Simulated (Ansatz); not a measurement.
Relaxation of a relaxed ScAl3 cell shaken by Gaussian noise of σ = 0.08 Å a coordinate; 8 atoms in the cell, which starts as P1 (No. 1), aP8; a = b = 4.898 Å, c = 8.181 Å, α = β = 90.00°, γ = 120.00°. The numbers are results of r2SCAN (plane waves to 500 eV, PAW, scalar-relativistic; Ansatz, an electronic-structure program), not measurements. Γ-centred k-mesh 8×8×4 on the run's cell (coarser than for final values), Fermi–Dirac smearing 0.05 eV. This is the first round of the run. 

The optimiser's lines from the output (shortened; P is positive under compression):

```
relax step   1: F+E_penalty+E_count = -7520.31918829 eV  Δ(F+E_penalty+E_count) = +0.000e0 eV  max|allowed force component| = 1.918e0 eV/Å  Δτ_max = 0.0000 Å  P = +1.403 GPa  Ω = 169.978 Å³  (9 SCF iters, dr2 threshold 1.00e-7 eV, accepted)
relax step   2: F+E_penalty+E_count = -7520.74538712 eV  Δ(F+E_penalty+E_count) = -4.262e-1 eV  max|allowed force component| = 8.089e-1 eV/Å  Δτ_max = 0.1903 Å  P = +1.086 GPa  Ω = 167.143 Å³  (8 SCF iters, dr2 threshold 8.00e-7 eV, accepted)
relax step   3: F+E_penalty+E_count = -7521.35228768 eV  Δ(F+E_penalty+E_count) = -6.069e-1 eV  max|allowed force component| = 9.720e-1 eV/Å  Δτ_max = 0.1949 Å  P = +0.114 GPa  Ω = 167.334 Å³  (8 SCF iters, dr2 threshold 8.00e-7 eV, accepted)
relax step   4: F+E_penalty+E_count = -7522.18385859 eV  Δ(F+E_penalty+E_count) = -8.316e-1 eV  max|allowed force component| = 1.189e0 eV/Å  Δτ_max = 0.1962 Å  P = -0.409 GPa  Ω = 165.723 Å³  (8 SCF iters, dr2 threshold 8.00e-7 eV, accepted)
relax step   5: F+E_penalty+E_count = -7522.97654001 eV  Δ(F+E_penalty+E_count) = -7.927e-1 eV  max|allowed force component| = 5.289e-1 eV/Å  Δτ_max = 0.1947 Å  P = -1.198 GPa  Ω = 164.596 Å³  (8 SCF iters, dr2 threshold 8.00e-7 eV, accepted)
relax step   6: F+E_penalty+E_count = -7523.48320877 eV  Δ(F+E_penalty+E_count) = -5.067e-1 eV  max|allowed force component| = 5.323e-1 eV/Å  Δτ_max = 0.1951 Å  P = -1.089 GPa  Ω = 161.386 Å³  (8 SCF iters, dr2 threshold 8.00e-7 eV, accepted)
relax step   7: F+E_penalty+E_count = -7523.71632122 eV  Δ(F+E_penalty+E_count) = -2.331e-1 eV  max|allowed force component| = 3.016e-1 eV/Å  Δτ_max = 0.2000 Å  P = -0.242 GPa  Ω = 158.299 Å³  (8 SCF iters, dr2 threshold 8.00e-7 eV, accepted)
relax step   8: F+E_penalty+E_count = -7523.81397960 eV  Δ(F+E_penalty+E_count) = -9.766e-2 eV  max|allowed force component| = 4.592e-1 eV/Å  Δτ_max = 0.2000 Å  P = +0.318 GPa  Ω = 156.586 Å³  (8 SCF iters, dr2 threshold 8.00e-7 eV, accepted)
relax step   9: F+E_penalty+E_count = -7523.93428891 eV  Δ(F+E_penalty+E_count) = -1.203e-1 eV  max|allowed force component| = 5.228e-1 eV/Å  Δτ_max = 0.1950 Å  P = +0.284 GPa  Ω = 156.168 Å³  (7 SCF iters, dr2 threshold 8.00e-7 eV, accepted)
relax step  10: F+E_penalty+E_count = -7524.06298755 eV  Δ(F+E_penalty+E_count) = -1.287e-1 eV  max|allowed force component| = 4.733e-1 eV/Å  Δτ_max = 0.1950 Å  P = +0.304 GPa  Ω = 155.617 Å³  (7 SCF iters, dr2 threshold 8.00e-7 eV, accepted)
relax step  11: F+E_penalty+E_count = -7524.18499325 eV  Δ(F+E_penalty+E_count) = -1.220e-1 eV  max|allowed force component| = 2.782e-1 eV/Å  Δτ_max = 0.1976 Å  P = +0.166 GPa  Ω = 155.498 Å³  (7 SCF iters, dr2 threshold 8.00e-7 eV, accepted)
relax step  12: F+E_penalty+E_count = -7524.23420785 eV  Δ(F+E_penalty+E_count) = -4.921e-2 eV  max|allowed force component| = 1.380e-1 eV/Å  Δτ_max = 0.2000 Å  P = -0.038 GPa  Ω = 156.230 Å³  (8 SCF iters, dr2 threshold 8.00e-7 eV, accepted)
relax step  13: F+E_penalty+E_count = -7524.24375283 eV  Δ(F+E_penalty+E_count) = -9.545e-3 eV  max|allowed force component| = 3.154e-2 eV/Å  Δτ_max = 0.0394 Å  P = +0.025 GPa  Ω = 156.067 Å³  (7 SCF iters, dr2 threshold 8.00e-7 eV, accepted)
relax step  14: F+E_penalty+E_count = -7524.24639919 eV  Δ(F+E_penalty+E_count) = -2.646e-3 eV  max|allowed force component| = 6.076e-2 eV/Å  Δτ_max = 0.0581 Å  P = -0.079 GPa  Ω = 156.366 Å³  (8 SCF iters, dr2 threshold 1.02e-7 eV, accepted)
relax step  15: F+E_penalty+E_count = -7524.25337101 eV  Δ(F+E_penalty+E_count) = -6.972e-3 eV  max|allowed force component| = 5.521e-2 eV/Å  Δτ_max = 0.1236 Å  P = -0.056 GPa  Ω = 156.512 Å³  (8 SCF iters, dr2 threshold 2.31e-7 eV, accepted)
relax step  16: F+E_penalty+E_count = -7524.28016447 eV  Δ(F+E_penalty+E_count) = -2.679e-2 eV  max|allowed force component| = 1.886e-1 eV/Å  Δτ_max = 0.1719 Å  P = +0.064 GPa  Ω = 156.468 Å³  (9 SCF iters, dr2 threshold 1.90e-7 eV, accepted)
relax step  17: F+E_penalty+E_count = -7524.37307927 eV  Δ(F+E_penalty+E_count) = -9.291e-2 eV  max|allowed force component| = 2.865e-1 eV/Å  Δτ_max = 0.1987 Å  P = -0.402 GPa  Ω = 156.725 Å³  (8 SCF iters, dr2 threshold 8.00e-7 eV, accepted)
relax step  18: F+E_penalty+E_count = -7524.50298651 eV  Δ(F+E_penalty+E_count) = -1.299e-1 eV  max|allowed force component| = 4.409e-1 eV/Å  Δτ_max = 0.2000 Å  P = -0.534 GPa  Ω = 155.918 Å³  (8 SCF iters, dr2 threshold 8.00e-7 eV, accepted)
relax step  19: F+E_penalty+E_count = -7524.58532601 eV  Δ(F+E_penalty+E_count) = -8.234e-2 eV  max|allowed force component| = 4.035e-1 eV/Å  Δτ_max = 0.1953 Å  P = -0.157 GPa  Ω = 153.339 Å³  (8 SCF iters, dr2 threshold 8.00e-7 eV, accepted)
relax step  20: F+E_penalty+E_count = -7524.61003351 eV  Δ(F+E_penalty+E_count) = -2.471e-2 eV  max|allowed force component| = 2.507e-2 eV/Å  Δτ_max = 0.0672 Å  P = +0.048 GPa  Ω = 153.102 Å³  (7 SCF iters, dr2 threshold 8.00e-7 eV, accepted)
relax step  21: F+E_penalty+E_count = -7524.61029110 eV  Δ(F+E_penalty+E_count) = -2.576e-4 eV  max|allowed force component| = 4.080e-3 eV/Å  Δτ_max = 0.0101 Å  P = +0.001 GPa  Ω = 153.162 Å³  (6 SCF iters, dr2 threshold 3.93e-8 eV, accepted)
relax step  22: F+E_penalty+E_count = -7524.60780172 eV  Δ(F+E_penalty+E_count) = +2.489e-3 eV  max|allowed force component| = 4.123e-3 eV/Å  Δτ_max = 0.0000 Å  P = -0.000 GPa  Ω = 153.162 Å³  stress off target by 8.35e-3 GPa  SCF on the basis re-selected at this cell (its energy is not comparable with the rows above)  (8 SCF iters)
```

From the first to the last row the energy changes by -0.54 eV/atom and the volume by -9.9 %. The last row is marked as not comparable with the walk above it, whose basis was carried along; it does compare with step 1, since both stand on a basis selected at the nominal cutoff for their own cell.

Later rounds, restarted from the end of this one on a renewed k-mesh, logged 5 more steps and released under 0.01 eV/atom more. The final structure after all rounds: P-3m1 (No. 164), hP8; a = 4.577 Å, b = 4.577 Å, c = 8.438 Å, α = 90.00°, β = 90.00°, γ = 120.00°. Between re-selections the logged energies stand on a plane-wave basis carried along with the cell. No spin polarisation in the result.

The relaxed structure here is a generated cell of ScAl3: the first start was made by a random draw of sites in a space group, and the end was not matched to a known phase here, so it may be hypothetical.
